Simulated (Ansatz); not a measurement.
ZnPt$_{3}$ (Cu3Au type, Pm-3m) at seven volumes, the program Ansatz at the r²SCAN level (PAW), scaled uniformly. One row is withheld.

```csv
V (Å³/atom),P (GPa)
13.438,28.55
13.881,17.20
14.324,7.79
14.767,0.00
15.210,-6.41
15.653,?
16.096,-15.99
```

### Question
Fit the shown pressures and predict the withheld one.

### Answer
Third-order Birch–Murnaghan: P = (3/2)B₀(x^(7/2) − x^(5/2))[1 + (3/4)(B′ − 4)(x − 1)] with x = (V₀/V)^(2/3). Least squares on the six rows gives V₀ = 14.768 Å³/atom, B₀ = 234.5 GPa, B′ = 5.41. At V = 15.653, x = 0.9619 and P = -11.66 GPa. The run itself gave -11.67 GPa.

The workflow started from an entry of the Crystallography Open Database (COD). Its standing as an ambient phase is unchecked. The cell was relaxed with r²SCAN under the symmetry of its start; its stability against distortions is not shown here. No spin polarisation was allowed. Spin–orbit coupling is left out wherever it is not named.

Potentials: the later of the program's two PAW sets.
